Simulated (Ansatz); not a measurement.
CuO2:
Space group Cmcm (No. 63); a = 2.869 Å, b = 9.541 Å, c = 3.831 Å, α = 90.00°, β = 90.00°, γ = 90.00°

```csv
atom,site,symmetry,x,y,z
Cu,4c,m2m,0.0000,0.1567,0.2500
O,4c,m2m,0.0000,0.5271,0.2500
O,4c,m2m,0.0000,0.2072,0.7500
```
(The calculation used a cell of 6 atoms; values per cell refer to that cell.)

Relaxed with LDA.

**Question.** Which orbitals make up the states near the Fermi level in the program Ansatz at the LDA level (PAW)?

**Answer.** Within 0.5 eV of the Fermi level: O 2p 63 %, Cu 3d 35 %. Projections are on Löwdin-orthogonalised atomic valence shells; empty p or d shells of many metals are not among them.

**Question.** Tabulate the density of states.

**Answer.** States/eV per cell of 6 atoms, in 0.25 eV bins, energy from the Fermi level.

```csv
E (eV),total,O 2p,Cu 3d,O 2s
-7.85,0.18,0.12,0.04,0.00
-7.60,1.65,1.13,0.35,0.01
-7.35,2.85,1.98,0.63,0.04
-7.10,4.99,3.56,1.10,0.05
-6.85,4.39,3.06,1.09,0.05
-6.60,3.56,2.41,1.02,0.04
-6.35,5.72,3.58,1.97,0.05
-6.10,4.90,2.81,1.96,0.04
-5.85,7.48,3.79,3.53,0.08
-5.60,6.06,2.90,2.97,0.11
-5.35,4.36,2.50,1.65,0.11
-5.10,2.92,1.65,1.10,0.10
-4.85,3.75,1.94,1.60,0.11
-4.60,5.06,2.64,2.15,0.14
-4.35,4.81,2.43,2.16,0.12
-4.10,5.33,2.66,2.48,0.09
-3.85,4.74,2.12,2.48,0.06
-3.60,4.54,1.65,2.76,0.06
-3.35,8.83,2.32,6.28,0.11
-3.10,10.60,2.49,7.85,0.11
-2.85,10.26,2.75,7.15,0.14
-2.60,8.44,3.17,5.02,0.10
-2.35,7.72,3.76,3.74,0.08
-2.10,5.98,3.30,2.51,0.06
-1.85,2.79,1.75,0.95,0.04
-1.60,3.06,2.00,0.94,0.07
-1.35,2.27,1.22,0.91,0.10
-1.10,2.88,1.58,1.13,0.12
-0.85,2.85,1.55,1.13,0.12
-0.60,2.71,1.53,1.03,0.10
-0.35,2.67,1.57,0.99,0.08
-0.10,4.19,2.55,1.51,0.09
0.15,6.59,4.15,2.28,0.08
0.40,7.63,5.02,2.51,0.04
0.65,4.24,3.01,1.17,0.02
0.90,0.98,0.87,0.09,0.01
1.15,1.02,0.94,0.06,0.01
1.40,1.52,1.42,0.07,0.01
1.65,1.47,1.39,0.06,0.00
1.90,0.00,0.00,0.00,0.00
2.15,0.00,0.00,0.00,0.00
2.40,0.00,0.00,0.00,0.00
2.65,0.00,0.00,0.00,0.00
2.90,0.00,0.00,0.00,0.00
3.15,0.00,0.00,0.00,0.00
3.40,0.00,0.00,0.00,0.00
3.65,0.00,0.00,0.00,0.00
3.90,0.00,0.00,0.00,0.00
4.15,0.00,0.00,0.00,0.00
4.40,0.00,0.00,0.00,0.00
4.65,0.00,0.00,0.00,0.00
```

The workflow started from a Materials Project entry (that database holds measured and hypothetical structures alike); the Crystallography Open Database copy checked does not list it. Whether it is the stable phase at ambient conditions was not checked. The cell was relaxed with LDA under the symmetry of its start. At this level the phase is dynamically unstable (imaginary phonons). The run is not spin-polarised. No Hubbard U is applied. A crystal of weakly bound layers computed without a dispersion correction: the cell and the soft elastic constants depend strongly on that. Without spin polarisation and U, an open-shell compound can come out a false metal.

Potentials: the later of the program's two PAW sets.
